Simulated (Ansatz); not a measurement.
TaNO:
```
TaNO
1.0
    4.95308     0.00000     0.00000
    0.00000     5.02311     0.00000
   -0.88358     0.00000     5.09637
Ta N O
4 4 4
Direct
  0.29415   0.45374   0.71555
  0.70585   0.54626   0.28445
  0.70585   0.95374   0.78445
  0.29415   0.04626   0.21555
  0.44129   0.74401   0.98049
  0.55871   0.25599   0.01951
  0.55871   0.24401   0.51951
  0.44129   0.75599   0.48049
  0.06257   0.32673   0.34637
  0.93743   0.67327   0.65363
  0.93743   0.82673   0.15363
  0.06257   0.17327   0.84637
```

PBEsol (plane waves, PAW; program Ansatz) gives a gap of 1.87 eV without spin–orbit coupling, maximum on the Γ–Z line, 61 % of the way from Γ, minimum at Y2.

Question: What happens when spin–orbit coupling is switched on?

Answer: The gap drops by 0.01 eV, to 1.86 eV; maximum on the Γ–Z line, 59 % of the way from Γ, minimum at Y2.

Question: Give the electron effective mass with spin–orbit coupling.

Answer: 0.58, 0.91, 1.1 mₑ (principal values).

Question: Give the hole effective mass with spin–orbit coupling.

Answer: 0.61, 1.4, 9.9 mₑ (principal values).

Space group P2_1/c. The first step of the workflow began from a Materials Project structure, measured or hypothetical; the Crystallography Open Database files this formula in space group No. 14, but the cells were not matched. Its standing as an ambient phase is unchecked. The cell was relaxed with PBEsol under the symmetry of its start; its stability against distortions is not shown here. The run is not spin-polarised.

Potentials: the later of the program's two PAW sets.
